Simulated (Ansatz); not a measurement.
# Fields on a plane of Sb (A7 type, space group R-3m)

```yaml
crystal:
  lattice:
    - [2.16397, 1.24937, 3.78144]
    - [-2.16397, 1.24937, 3.78144]
    - [0.00000, -2.49874, 3.78144]
  atoms:
    - { symbol: Sb, position: [0.23324, 0.23324, 0.23324] }
    - { symbol: Sb, position: [0.76676, 0.76676, 0.76676] }
```

The slice is a (1 -1 0 2) plane (indices of the conventional cell) through the point (0.233, 0.233, 0.233) (fractional), spanned by u = [1 0 -1] and v = [010] in vectors of this cell: u (4.33 Å) and v (4.53 Å, at 90° to u). It covers one period; positions are fractions (u, v).

Atoms on it: Sb at (0.00, 0.00); Sb at (0.50, 0.57), 0.2 Å off the plane. Other atoms lie within 1 Å of the plane.

The numbers are results of r2SCAN+rVV10 (plane waves to 500 eV, PAW, scalar-relativistic; Ansatz, a first-principles code), not measurements. k mesh 13×13×13. Inside the PAW spheres the values are not all-electron values, and peaks at nuclei hang on which shells count as valence. Sb was relaxed with its symmetry unable to fall. Spin-orbit coupling is left out, though Sb is heavy.

| v \ u | 0.00 | 0.13 | 0.26 | 0.39 | 0.52 | 0.65 | 0.77 | 0.90 |
|---|---|---|---|---|---|---|---|---|
| 0.94 | 1.2 | 0.4 | -0.4 | -0.8 | -1.0 | -0.8 | -0.3 | 0.7 |
| 0.84 | 0.2 | -0.1 | -0.5 | -0.6 | -0.6 | -0.6 | -0.4 | 0.0 |
| 0.75 | -0.5 | -0.5 | -0.4 | -0.2 | -0.1 | -0.3 | -0.5 | -0.5 |
| 0.66 | -0.9 | -0.8 | -0.4 | 0.4 | 0.9 | 0.1 | -0.5 | -0.8 |
| 0.56 | -1.2 | -0.9 | -0.4 | 0.7 | 1.2 | 0.3 | -0.5 | -1.0 |
| 0.47 | -1.3 | -1.0 | -0.5 | 0.3 | 0.7 | 0.0 | -0.6 | -1.1 |
| 0.38 | -1.0 | -1.0 | -0.7 | -0.3 | -0.1 | -0.4 | -0.8 | -1.0 |
| 0.28 | -0.6 | -0.7 | -0.8 | -0.7 | -0.7 | -0.7 | -0.8 | -0.7 |
| 0.19 | 0.0 | -0.3 | -0.7 | -1.0 | -1.1 | -1.0 | -0.6 | -0.2 |
| 0.09 | 0.9 | 0.3 | -0.5 | -1.1 | -1.3 | -1.0 | -0.4 | 0.5 |
| 0.00 | 1.4 | 0.6 | -0.4 | -1.0 | -1.2 | -0.9 | -0.3 | 0.9 |

Values: log₁₀ of the valence density in e/Å³. The scale is logarithmic, as a density can span decades between atoms and voids.

```
|xxxxxxxx :+#%%@@@@%%#+: xxxxxxx|
|xxxxxxx  :+*#%%%%%%#*+:  xxxxxx|
|xxxxxxx  -+*########*+-  xxxxxx|
|xxxxxx  .-++++++++++++-.  xxxxx|
|xxxxxx  :===--:..:--===:  xxxxx|
|xxxx   :---:        :---:   xxx|
|x     :--:     xx     :--:     |
|    .---:   xxxxxxxx   :---.   |
|::--===-.  xxxxxxxxxx  .-===--:|
|+++**+=-  xxxxxxxxxxxx  -=+**++|
|#####*=:  xxxxxxxxxxxx  :=*####|
|%%%%#*=. xxxxxxxxxxxxxx .=*#%%%|
|@@@%#*=  xxxxxxxxxxxxxx  =*#%@@|
|@@@%%*=  xxxxxxxxxxxxxx  =*%%@@|
|@@@@%*=  xxxxxxxxxxxxxx  =*%@@@|
|@@@@%#+. xxxxxxxxxxxxxx .+#%@@@|
|@@@@%#+-  xxxxxxxxxxxx  -+#%@@@|
|@@@@%#*=. xxxxxxxxxxxx .=*#%@@@|
|@@@@%%#+-  xxxxxxxxxx  -+#%%@@@|
|%%%%%%#*+-   xxxxxx   -+*#%%%%%|
|##%%%%##*+-.        .-+*##%%%%#|
|****#####*+=-.    .-=+*#####***|
|---=+**####*++====++*####**+=--|
|    :=+*#######**#######*+=:   |
|x     -+*#%%%%%%%%%%%%#*+-     |
|xxxx   -+*#%%@@@@@@%%#*+-   xxx|
|xxxxxx  -*#%@@@@@@@@%#*-  xxxxx|
|xxxxxx  .=*%@@@@@@@@%*=.  xxxxx|
|xxxxxxx  -*#%@@@@@@%#*-  xxxxxx|
|xxxxxxx  :+#%@@@@@@%#+:  xxxxxx|
|xxxxxxxx :+#%@@@@@@%#+: xxxxxxx|
|xxxxxxxx .+#%@@@@@@%#+. xxxxxxx|
```
Scale: ten equal steps from -2.00 (start of ' ') to 6.56 (end of '@'), in the order ' .:-=+*#%@'. Values: electrostatic potential energy of an electron, from the cell's mean, in eV. The map has 31 points along u (one character each, u = 0 at the left) and 32 along v (v = 0 in the bottom row). Points within 1 Å of a nucleus are blanked (x), as the pseudised field means little there. Values under -2 eV are set to -2. The zero, the cell's mean, hangs on the PAW cores.
